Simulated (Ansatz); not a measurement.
ScAlN2:
```yaml
crystal:
  lattice:
    - [3.33971, 0.00000, 0.00000]
    - [-1.66986, 2.89228, 0.00000]
    - [0.00000, 0.00000, 5.19751]
  atoms:
    - { symbol: Sc, position: [0.33333, 0.66667, 0.99108] }
    - { symbol: N, position: [0.33333, 0.66667, 0.40740] }
    - { symbol: Al, position: [0.66667, 0.33333, 0.50373] }
    - { symbol: N, position: [0.66667, 0.33333, 0.86778] }
```

Relaxed with PBE. Special points in fractions of this cell's reciprocal vectors: Γ (0.000, 0.000, 0.000); M (0.500, 0.000, 0.000); K (0.333, 0.333, 0.000); A (0.000, 0.000, 0.500); L (0.500, 0.000, 0.500); H (0.333, 0.333, 0.500).

List the band energies nearest the valence-band maximum at these points for PBE in the plane-wave PAW code Ansatz.

In eV from the valence-band maximum; about four levels below and three above (degenerate sets whole), none deeper than 8.9 eV; points with the same levels are listed once.

```tsv
k	below	above
Γ	-1.44 -1.44 -0.60 -0.60 -0.32	3.15 5.00 5.00
M	-1.88 -1.47 -0.52 -0.27	3.67 4.84 5.52
K	-2.05 -1.40 -1.31 -0.07	3.25 5.12 5.21
A	-1.50 -1.50 -1.40 -0.59 -0.59	4.74 5.32 5.32
L	-1.73 -1.65 -0.26 -0.22	3.77 4.75 5.55
H	-2.10 -1.21 -0.81 0.00	3.21 4.54 5.72
```

Space group P3m1. The start of the workflow was typed in or built on a structure type; neither database checked (COD, Materials Project) lists it. Whether it is the stable phase at ambient conditions was not checked. The cell was relaxed with PBE under the symmetry of its start; whether a distortion lowers the energy is not shown. No spin polarisation was allowed.

Potentials: the earlier of the program's two PAW sets.
